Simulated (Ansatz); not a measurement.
Input file for Ansatz (a quantum-chemistry and plane-wave program):

Ansatz 0.2 input:
```yaml
crystal:
  lattice:
    - [-3.2315916558, 3.2315916558, 2.8241318927]
    - [3.2315916558, -3.2315916558, 2.8241318927]
    - [3.2315916558, 3.2315916558, -2.8241318927]
  atoms:
    - { symbol: Zr, position: [0.6692518083, 0.1692518083, 0.8385036165] }
    - { symbol: Zr, position: [0.3307481917, 0.8307481917, 0.1614963835] }
    - { symbol: Zr, position: [0.1692518083, 0.3307481917, 0.5] }
    - { symbol: Zr, position: [0.8307481917, 0.6692518083, 0.5] }
    - { symbol: Ir, position: [0.75, 0.75, 0.0] }
    - { symbol: Ir, position: [0.25, 0.25, 0.0] }
kpoints:
  mp_grid: { grid: [10, 10, 10] }
hamiltonian:
  xc: pbesol
  pseudopotentials: { kind: paw }
scf:
  occupations: { method: fermi_dirac, width: 0.1 }
phonons:
  method: dfpt
  response_accuracy: low
  eigenvectors: true
  rigid_motions: translations
```

Output (shortened):

```
zone centre: on kpoints.mp_grid the ground state, and the responses unless they are solved on pairs of k-points, stand on 504 of the mesh's 1000 k-points, …
Pseudopotentials: kind: paw
Pseudopotential: Zr, paw, valence charge 12
Pseudopotential: Ir, paw, valence charge 17
Functional definition: PBEsol
Crystal: 6 atoms, lattice volume = 117.972 Å³
Basis set: ecut = 420 eV, 2273 PW (Γ), exchange–correlation on 72×72×72 points (8 copies of the dense FFT grid, shifted against one another)
Bands: 50, of which v1, the nominal top of the filled ones, is band 41 counted from 1 (40 counted from 0)
Symmetry: 16 space group operations
k-points: 504 of 1000 (irreducible under 1 space group operation, time reversal used)
PAW frozen core: Zr, regenerated for the run's functional, and the local potential with it
PAW frozen core: Ir, regenerated for the run's functional, and the local potential with it
Initial wavefunctions: pseudopotential atomic-orbital guess
Eigensolver: davidson
Functional: x = pbesol(κ = 0.804, μ = 0.12345679012345678), c = pbesol(β = 0.046)
SCF iter   1: F=—  HF=-40116.722063 eV  |F-HF|=—  |Δ(HF+E_count)|=         —  Δρ=5.89e-3  dr2=3.92e-2  ethr=1.77e-3  ⟨swp⟩=4.1  Hψ=78129  notcnv=0
all-band conjugate gradients solve this SCF's bands
preconditioner: auto → Kerker (q_TF=auto, 2.568 Å⁻¹)
SCF iter   2: F=—  HF=-40116.718288 eV  |F-HF|=—  |Δ(HF+E_count)|=   3.78e-3  Δρ=3.18e-3  dr2=1.05e-2  ethr=4.79e-5  ⟨swp⟩=1.5  Hψ=29595  notcnv=0
SCF iter   3: F=—  HF=-40116.717044 eV  |F-HF|=—  |Δ(HF+E_count)|=   1.24e-3  Δρ=4.67e-4  dr2=2.06e-4  ethr=1.28e-5  ⟨swp⟩=2.0  Hψ=30613  notcnv=0
SCF iter   4: F=—  HF=-40116.717029 eV  |F-HF|=—  |Δ(HF+E_count)|=   1.48e-5  Δρ=1.50e-4  dr2=4.08e-5  ethr=2.51e-7  ⟨swp⟩=2.0  Hψ=44954  notcnv=0
SCF iter   5: F=—  HF=-40116.717025 eV  |F-HF|=—  |Δ(HF+E_count)|=   4.07e-6  Δρ=2.64e-5  dr2=8.04e-7  ethr=4.97e-8  ⟨swp⟩=2.0  Hψ=31077  notcnv=0
SCF iter   6: F=—  HF=-40116.717026 eV  |F-HF|=—  |Δ(HF+E_count)|=   2.90e-7  Δρ=7.40e-6  dr2=6.61e-8  ethr=9.81e-10  ⟨swp⟩=2.0  Hψ=33878  notcnv=0
SCF iter   7: F=—  HF=-40116.717026 eV  |F-HF|=—  |Δ(HF+E_count)|=   1.43e-8  Δρ=1.39e-6  dr2=2.69e-9  ethr=8.06e-11  ⟨swp⟩=2.0  Hψ=32445  notcnv=0
SCF iter   8: F=—  HF=-40116.717026 eV  |F-HF|=—  |Δ(HF+E_count)|=  6.04e-10  Δρ=1.87e-7  dr2=7.73e-11  ethr=3.28e-12  ⟨swp⟩=2.0  Hψ=41167  notcnv=0
SCF iter   9: F=-40116.717026 eV  HF=-40116.717026 eV  |F-HF|=7.28e-12  |Δ(HF+E_count)|=  1.46e-11  Δρ=4.71e-8  dr2=3.11e-12  ethr=1.00e-12  ⟨swp⟩=5.1  Hψ=104570  notcnv=0
SCF 1 converged in 9 iterations: F = -40116.717026 eV  dr2 = 3.11e-12
WARN: the projector tables of a DFPT response shed from 504 to 2, one for each solve slot …
DFPT response loops at Γ: preconditioner auto → Kerker (q_TF=auto, 2.568 Å⁻¹) (partly filled bands, converged f_vac=0.000) …
the response loops of the zone centre start from zero, take more passes and end by a threshold …
SCF converged after 9 iterations
Free energy (F): -40116.717026 eV
Harris-Foulkes:  -40116.717026 eV  (|F-HF|=7.28e-12)
Internal energy: -40116.489352 eV  (E = F + TS)
E sigma→0 (E₀):  -40116.603189 eV
Entropy (-TS):   -0.227674 eV (-37.946 meV/atom)
Fermi energy:    16.912756 eV
--- Per-component energies (eV) ---
  E_band       = -690.347862
  E_kinetic    = 2581.578897
  E_local      = -5878.447637  (includes V_loc(G=0)·N_el)
  E_nonlocal   = 479.439971
  E_hartree    = 2143.578714
  E_xc         = -1176.958342
  E_vxc        = -1363.565959  (∫ρ·V_xc dr)
  E_paw        = -29778.281711  (= ΣΔE_a)
  E_vpaw       = -796.510770  (= ΣTr[D̂ρ^β])
  E_aug_tail   = 0.000211  (compensation charges beyond the density's cutoff)
  E_ewald      = -8488.592907
  E_core_change = 1.193451  (= ΣΔE_core)
  E_smearing   = -0.227674  (= −TS)
  E_closure    = 0.000000  (closes the sum)
  Σ components = -40116.717026   (vs F -40116.717026, Δ=0.00e0)
  [band-id]    e_kinetic+e_local+e_nonlocal+2·e_hartree+e_vxc+e_vpaw+e_augmentation_tail = -690.347858   (vs E_band -690.347862, Δ=4.07e-6)
--- Band table (eV; the first three rows and the last of 504) ---
  k-point 0: bands = ["-75.1449", "-75.1320", "-32.1943", "-32.0237", "-32.0237", "-31.9851", "-31.9851", "-31.9091", "-31.6407", "-31.5680", "-31.5075", "-31.5075", "-9.9822", "-9.8314", "-9.8314", "-9.7934", "-9.7934", "-9.7882", "-9.7112", "-9.5477", "-9.5355", "-9.3837", "-9.3837", "-9.3784", "9.4750", "11.7941", "12.2153", "12.2153", "12.2631", "13.2919", "13.7463", "13.7676", "13.9594", "14.9691", "14.9691", "15.6214", "16.1971", "16.1971", "16.6070", "17.3545", "17.3545", "17.3604", "17.3604", "17.3756", "17.6673", "18.4924", "18.6298", "18.6819", "18.8410", "19.6099"]
  k-point 1: bands = ["-75.1449", "-75.1320", "-32.1967", "-32.0338", "-32.0227", "-31.9851", "-31.9850", "-31.9091", "-31.6316", "-31.5654", "-31.5085", "-31.5059", "-9.9747", "-9.8436", "-9.8388", "-9.8340", "-9.7912", "-9.7313", "-9.7044", "-9.5457", "-9.5383", "-9.4028", "-9.3845", "-9.3802", "9.5617", "11.7970", "12.2238", "12.2686", "12.3128", "13.2615", "13.7423", "13.7494", "13.8503", "14.9877", "15.0801", "15.5845", "16.1371", "16.3656", "16.5159", "17.0687", "17.1666", "17.2686", "17.3318", "17.4986", "17.7927", "18.4729", "18.7320", "18.8002", "18.8482", "19.5517"]
  k-point 2: bands = ["-75.1449", "-75.1320", "-32.2029", "-32.0582", "-32.0202", "-31.9852", "-31.9847", "-31.9091", "-31.6110", "-31.5580", "-31.5105", "-31.5016", "-9.9533", "-9.8785", "-9.8566", "-9.8407", "-9.7829", "-9.6869", "-9.6811", "-9.5729", "-9.5146", "-9.4520", "-9.3882", "-9.3855", "9.8019", "11.8182", "12.2435", "12.4152", "12.4459", "13.1894", "13.6174", "13.7332", "13.7408", "15.0325", "15.3323", "15.3754", "15.9849", "16.3008", "16.6352", "16.7604", "17.0219", "17.0266", "17.2621", "17.5114", "17.8253", "18.4553", "18.8682", "19.0784", "19.0920", "19.4609"]
  k-point 503: bands = ["-75.1449", "-75.1320", "-32.2431", "-32.0990", "-32.0990", "-31.9839", "-31.9839", "-31.9089", "-31.5412", "-31.5100", "-31.4780", "-31.4780", "-10.0391", "-9.9822", "-9.9177", "-9.7521", "-9.7496", "-9.7496", "-9.6361", "-9.5224", "-9.4669", "-9.4669", "-9.4232", "-9.4232", "11.2175", "12.5681", "12.5681", "12.6158", "13.5370", "13.5926", "13.7226", "13.8652", "13.8706", "14.2228", "14.3418", "14.3418", "15.0976", "15.0976", "16.5976", "16.6967", "16.7211", "16.7211", "16.7456", "18.3895", "18.3895", "19.2279", "19.2279", "19.2572", "19.3179", "19.5314"]
  band table: 50 of 50 bands, residual norms ≤ 1.0e-3 eV
--- Phonons (Γ-DFPT): 4 representative perturbations + reference, on 504 of 1000 k-points (Σ response iterations 26) ---
  k mesh reduced under 1 symmetry operation, with k and −k counted as one. Each operation leaves every solved perturbation unchanged …
  ASR residual: 1.810e-3 → 0.000e0 eV/Å²; symmetrization residual: 4.434e-4 eV/Å²
  ASR residual per site (eV/Å²): 1.45e-3 1.45e-3 1.45e-3 1.45e-3 1.81e-3 1.81e-3
  Γ frequencies (cm⁻¹): 0.00 0.00 0.00 79.39 79.39 87.25 87.25 105.76 131.93 133.09 133.98 143.54 152.59 172.82 172.82 177.83 177.83 206.36
  non-analytic LO–TO correction: not included (Born effective charges unavailable; polar crystals: no LO–TO splitting at Γ)
```

Cost: roughly 50 core-minutes on shared cores.

Space group I4/mcm. The workflow started from a Materials Project entry (that database holds measured and hypothetical structures alike); the Crystallography Open Database copy checked does not list it. Its standing as an ambient phase is unchecked. The PBEsol relaxation kept the symmetry of its start; whether a distortion lowers the energy is not shown. No spin polarisation was allowed. As this level gives no gap, phonon frequencies hold no LO–TO term and depend on the k-mesh and smearing (Fermi–Dirac, 0.1 eV here). Axis ratios of metals converge slowly with the k-mesh, so a and c are less sure than the volume. Spin–orbit coupling is left out wherever it is not named.

Potentials: the later of the program's two PAW sets.

Ansatz is a plane-wave DFT program.
